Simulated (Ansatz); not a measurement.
GaPt₃:
```cif
data_Ga4Pt12
_chemical_formula_sum 'Ga4 Pt12'
_space_group_name_H-M_alt 'I4/mcm'
_space_group_IT_number 140
_space_group_name_Hall '-I 4 2c'
_cell_length_a 5.49733
_cell_length_b 5.49733
_cell_length_c 7.92772
_cell_angle_alpha 90.000
_cell_angle_beta 90.000
_cell_angle_gamma 90.000
loop_
_atom_site_label
_atom_site_type_symbol
_atom_site_symmetry_multiplicity
_atom_site_Wyckoff_symbol
_atom_site_fract_x
_atom_site_fract_y
_atom_site_fract_z
_atom_site_occupancy
Ga1 Ga 4 b 0.00000 0.50000 0.25000 1
Pt1 Pt 8 h 0.20644 0.29356 0.00000 1
Pt2 Pt 4 a 0.00000 0.00000 0.25000 1
```
(The calculation used a cell of 8 atoms; values per cell refer to that cell.)

Relaxed at zero pressure with r²SCAN in the plane-wave PAW code Ansatz.

Q: The volume is lowered by 6 % and shape and atoms relax at that volume. What pressure results, and how do the axes share the change?

A: 17.0 GPa; a -2.1 %, b -2.1 %, c -1.9 %; the energy rises by 44 meV/atom.

Q: Give the new structure.

A: 
Space group I4/mcm (No. 140); a = 5.381 Å, b = 5.381 Å, c = 7.779 Å, α = 90.00°, β = 90.00°, γ = 90.00°

```
atom  site  symmetry       x       y       z
----  ----  --------  ------  ------  ------
Ga      4b      -42m  0.0000  0.5000  0.2500
Pt      8h      m.2m  0.2102  0.2898  0.0000
Pt      4a       422  0.0000  0.0000  0.2500
```

The phase is kept; no other phase was compared at this pressure.

The workflow started from a Materials Project entry (that database holds measured and hypothetical structures alike); the Crystallography Open Database copy checked does not list it. COD files the formula under space group No. 127, so this cell is another polymorph or a model. Its standing as an ambient phase is unchecked. The r²SCAN relaxation kept the symmetry of its start; its stability against distortions is not shown here. No spin polarisation was allowed. Axis ratios of metals converge slowly with the k-mesh, so a and c are less sure than the volume. Spin–orbit coupling is left out wherever it is not named.

Potentials: the later of the program's two PAW sets.
